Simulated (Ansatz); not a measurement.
ZnS:
```
CELL_PARAMETERS angstrom
     -1.78244     1.78244     2.52017
      1.78244    -1.78244     2.52017
      1.78244     1.78244    -2.52017
ATOMIC_POSITIONS crystal
  Zn 0.00000 0.00000 0.00000
  S  0.50000 0.50000 0.00000
```

Relaxed with r²SCAN+D4. Independent-particle spectrum: no excitons, no local fields, no scissors shift; 0.1 eV broadening; ε₁ of the summed bands alone.

**Question.** Tabulate the dielectric function from DFT-r²SCAN+D4 in the program Ansatz with PAW potentials.

**Answer.** 

| E (eV) | ε₁ xx | ε₂ xx |
|---|---|---|
| 0.0 | 8.68 | 0.00 |
| 0.4 | 8.73 | 0.00 |
| 0.8 | 8.87 | 0.00 |
| 1.2 | 9.13 | 0.00 |
| 1.6 | 9.54 | 0.00 |
| 2.0 | 10.16 | 0.00 |
| 2.4 | 11.19 | 0.00 |
| 2.8 | 13.66 | 0.38 |
| 3.2 | 14.45 | 3.37 |
| 3.6 | 15.20 | 5.44 |
| 4.0 | 16.00 | 8.32 |
| 4.4 | 15.61 | 13.13 |
| 4.8 | 12.09 | 18.50 |
| 5.2 | 3.90 | 24.48 |
| 5.6 | -5.49 | 13.78 |
| 6.0 | -2.00 | 10.52 |
| 6.4 | -2.82 | 9.05 |
| 6.8 | -2.88 | 7.56 |
| 7.2 | -2.86 | 6.28 |
| 7.6 | -2.42 | 5.00 |
| 8.0 | -1.28 | 3.74 |
| 8.4 | 1.63 | 4.81 |
| 8.8 | -2.14 | 6.53 |
| 9.2 | -2.56 | 5.38 |
| 9.6 | -2.97 | 3.82 |
| 10.0 | -1.89 | 3.16 |
| 10.4 | -2.13 | 3.25 |
| 10.8 | -1.98 | 2.83 |
| 11.2 | -1.93 | 2.51 |
| 11.6 | -1.79 | 2.24 |
| 12.0 | -1.72 | 1.87 |

**Question.** From ε at 4.8 eV (xx: 12.09 + 18.50i), find n, k, the normal reflectivity and the absorption coefficient.

**Answer.** n = 4.13, k = 2.237, R = 47 %, α = 2kE/ħc = 1100000 cm⁻¹.

With all bands, ε∞ without local fields is 8.79.

Space group Fm-3m (rock salt). This is a known high-pressure phase of the composition, computed here at zero pressure and temperature. The r²SCAN+D4 relaxation kept the symmetry of its start; its stability against distortions is not shown here.

Potentials: the earlier of the program's two PAW sets.
